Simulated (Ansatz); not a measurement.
La₂MgReO₆ in Ansatz, settings compared

Run with:

```bash
ansatz run input.yaml --threads 1 --pin off --max-ram 2560MiB --backend cpu --events-out ev --progress --plain --runs-dir out
```

The input file (Ansatz 0.2.0, plane waves):

```yaml
crystal:
  lattice:
    - [0.0, 5.634149, 0.0]
    - [5.634149, 0.0, 0.0]
    - [2.817075, 2.817075, -4.042579]
  atoms:
    - { symbol: Re, position: [0.5, 0.5, 0.0] }
    - { symbol: O, position: [0.257, 0.257, 0.486] }
    - { symbol: O, position: [0.743, 0.743, 0.514] }
    - { symbol: O, position: [0.2238, 0.2934, 0.0] }
    - { symbol: O, position: [0.2934, 0.7762, 0.0] }
    - { symbol: O, position: [0.7762, 0.7066, 0.0] }
    - { symbol: O, position: [0.7066, 0.2238, 0.0] }
    - { symbol: La, position: [0.75, 0.25, 0.5] }
    - { symbol: La, position: [0.25, 0.75, 0.5] }
    - { symbol: Mg, position: [0.0, 0.0, 0.0] }
  symmetry: { tolerance: 0.0003 }
kpoints:
  mp_grid: { grid: [5, 5, 5], shift: [0, 0, 0] }
magnetization:
  spin_polarized: false
scf:
  occupations: { method: fermi_dirac }
hamiltonian:
  pseudopotentials: { kind: paw }
  xc: pbe
basis:
  ecutwfc: 420
output:
  forces: true
  stress: true
  eigenvalues: true
```

Origin of the cell: a known structure type with other elements, at an estimated volume, so it need not be a known compound.

The smearing width isn't typed, so it takes its default of 0.1 eV.

Output of this run (shortened):

```
SCF iter   1: F=—  HF=-28707.483327 eV  Δρ=3.06e-3  dr2=1.83e-2
SCF iter   2: F=—  HF=-28707.482641 eV  Δρ=1.53e-3  dr2=3.45e-3
SCF iter   3: F=—  HF=-28707.482662 eV  Δρ=7.30e-4  dr2=1.43e-3
SCF iter   4: F=—  HF=-28707.482454 eV  Δρ=2.43e-4  dr2=1.93e-4
SCF iter   5: F=—  HF=-28707.482400 eV  Δρ=2.12e-4  dr2=6.04e-5
SCF iter   6: F=—  HF=-28707.482394 eV  Δρ=6.22e-5  dr2=4.70e-6
SCF iter   7: F=—  HF=-28707.482394 eV  Δρ=1.56e-5  dr2=2.80e-7
SCF iter   8: F=—  HF=-28707.482394 eV  Δρ=1.13e-5  dr2=1.50e-7
SCF iter   9: F=-28707.482394 eV  HF=-28707.482394 eV  Δρ=3.37e-6  dr2=1.21e-8
SCF 1 converged in 9 iterations: F = -28707.482394 eV  dr2 = 1.21e-8
SCF converged after 9 iterations
Free energy (F): -28707.482394 eV
Harris-Foulkes:  -28707.482394 eV  (|F-HF|=3.66e-9)
Internal energy: -28707.251090 eV  (E = F + TS)
E sigma→0 (E₀):  -28707.366742 eV
Entropy (-TS):   -0.231304 eV (-23.130 meV/atom)
Fermi energy:    14.171708 eV
--- Per-component energies (eV) ---
  E_band       = -436.740867
  E_kinetic    = 2052.933466
  E_local      = -5244.815539  (includes V_loc(G=0)·N_el)
  E_nonlocal   = 627.788830
  E_hartree    = 1922.959156
  E_xc         = -1155.418233
  E_vxc        = -1203.030257  (∫ρ·V_xc dr)
  E_paw        = -20735.588211  (= ΣΔE_a)
  E_vpaw       = -515.548010  (= ΣTr[D̂ρ^β])
  E_aug_tail   = 0.014663  (compensation charges beyond the density's cutoff)
  E_ewald      = -6175.125222
  E_smearing   = -0.231304  (= −TS)
  Σ components = -28707.482394   (vs F -28707.482394, Δ=0.00e0)
--- Forces (eV/Å), atoms counted from 1 ---
  atom   1  Re    -0.000000    -0.000000     0.000000
  atom   2  O      0.000000     0.000000    -1.280242
  atom   3  O     -0.000000    -0.000000     1.280242
[… 2 lines left out …]
  atom   6  O      0.794609     1.399591     0.000000
  atom   7  O     -1.399591     0.794609    -0.000000
  atom   8  La     0.000000     0.000000    -0.000000
  atom   9  La    -0.000000    -0.000000     0.000000
  atom  10  Mg     0.000000     0.000000     0.000000
  max |Σ_I F_I| component: 4.44e-16 eV/Å
--- Stress (GPa, compression-positive) ---
       -0.070302      -0.000001       0.000000
        0.000001      -0.070302       0.000000
        0.000000       0.000000      -2.034155
  P = ⅓ Tr σ = -0.7249 GPa (-7.249 kbar)
```

The same input was run again with these changes:

1. `basis.ecutwfc` 420 → "22.0 Ry"
2. `total_charge` default → -1; `scf.occupations.method` fermi_dirac → tetrahedron; `hamiltonian.hubbard` default → { sites: [{ species: La, l: f, u_eff: 4.0 }], double_counting: fll }
3. `basis.xc_grid` default → 4
4. `scf.occupations.method` fermi_dirac → methfessel_paxton; `scf.occupations.width` default → 0.15; `hamiltonian.hubbard` default → { sites: [{ species: La, l: f, u_eff: 1.0 }], double_counting: fll }

| run | end | SCF iterations | P (GPa) | max force component (eV/Å) | gap on mesh (eV) | moment (μB) | ΔE(σ→0) (meV/atom) |
| --- | --- | --- | --- | --- | --- | --- | --- |
| base | converged | 9 | -0.72 | 1.400 | – | – | 0 |
| 1 | converged | 8 | -1.51 | 1.269 | – | – | 300.85 |
| 2 | converged | 12 | – | 2.006 | none | – | – |
| 3 | converged | 9 | -0.72 | 1.400 | – | – | -0.01 |
| 4 | converged | 12 | -0.71 | 1.395 | – | – | – |

Energies are compared only where functional, datasets, charge and starting cell are the same.

Not properties of the system: run 1 (too coarse or loose: `basis.ecutwfc` = "22.0 Ry").

Caveats of the base run: no moments, though an odd count or open d shells may carry them; no spin-orbit coupling, though heavy elements are present; the k mesh is coarse if the cell is a metal.

Run 1: the cutoff lies below the datasets' advice.
Run 2: charged cell with a uniform background, whose pressure depends on convention; forces and stress under tetrahedra may miss the slope of the energy.

The base run took 5.9 s on 1 thread of Intel(R) Xeon(R) Platinum 8559C (Emerald Rapids), with other jobs on the host, peak memory 0.53 GiB, from the program's own first density.
